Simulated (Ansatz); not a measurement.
# Property card for MnSe

MnSe:
```
CELL_PARAMETERS angstrom
      4.06958     0.00000     0.00000
      0.00000     4.06958     0.00000
      0.00000     0.00000     5.54837
ATOMIC_POSITIONS crystal
  Mn 0.00000 0.00000 0.00000
  Se 0.00000 0.50000 0.25000
  Mn 0.50000 0.50000 0.50000
  Se 0.50000 0.00000 0.75000
```
The run is spin-polarised; directions of the spins, atom by atom: ↑ 0 ↓ 0.

Space group I-4m2 (No. 119); conventional cell a = 4.070 Å, b = 4.070 Å, c = 5.548 Å, α = 90.00°, β = 90.00°, γ = 90.00°.

Method: PBEsol in the plane-wave PAW code Ansatz. Geometry: relaxed at this level of theory. Other levels are named where they apply.

**Cell and energy**

```
Item                                                          Result
-----------------------------------------------------  -------------
Volume per atom                                             22.97 Å³
Density                                                   4.84 g/cm³
Formation energy from the elements (no fitted shifts)  -0.26 eV/atom
```

**Electronic structure**

```
Property                                                                                           Value
----------------------------------------  --------------------------------------------------------------
Band gap                                                                              1.02 eV (indirect)
Valence-band maximum                                                                                at Z
Conduction-band minimum                   on the X–M line, 77 % of the way from X (4 equivalent valleys)
Smallest direct gap on the standard path                                                         1.46 eV
Electron effective mass                                               1.3, 1.5, 20 mₑ (principal values)
```

**Magnetism**

```
Item                       Result
--------------  -----------------
Magnetic order  antiferromagnetic
Net moment       0.00 μB per atom
```

**Mechanics**

```
Property                                                                      Result
--------------------------------------------  --------------------------------------
Bulk modulus (Birch–Murnaghan fit)                                          51.5 GPa
Pressure derivative B′                                                           3.3
Mechanical stability                          stable (all eigenvalues of C positive)
Hill bulk and shear moduli                                         52.2 and 11.4 GPa
Young's modulus                                                             31.8 GPa
Poisson's ratio                                                                 0.40
Debye temperature from the elastic constants                                   182 K
```

**Dielectric response**

```
Item                                                                         Result
--------------------------------------------------------  -------------------------
Electronic dielectric constant ε∞ (DFPT)                  9.88 (xx = yy), 10.5 (zz)
Static dielectric constant ε0 (ions relaxed, cell fixed)  12.4 (xx = yy), 12.1 (zz)
Born charges (a third of the trace)                            Mn +1.85, Se -1.85 e
```

**Phonons**

```
Property                                                             Value
--------------------------------------------------  ----------------------
Highest zone-centre frequency (without LO–TO term)                229 cm⁻¹
Zone-centre stability                               no imaginary mode at Γ
```

The workflow started from an entry of the Crystallography Open Database (COD); the relaxed space group is not among those it files for this formula. COD files the formula under space group No. 186, 216, 225. Whether it is the stable phase at ambient conditions was not checked. The PBEsol relaxation kept the symmetry of its start, as lowered by the spin order. Spin order of the final state: antiferromagnetic, chosen from 3 collinear starts compared on coarse meshes (ties went to the first, and starts can fall back to one state), not a proven ground state. No Hubbard U is applied. Point labels and valley counts follow the cell and symmetry of the run, lower than the named group. The references are the lowest solids computed at this level, not always the standard phases. Scalar-relativistic: spin–orbit coupling is off unless named, which matters more the heavier the elements.

Potentials: the later of the program's two PAW sets.
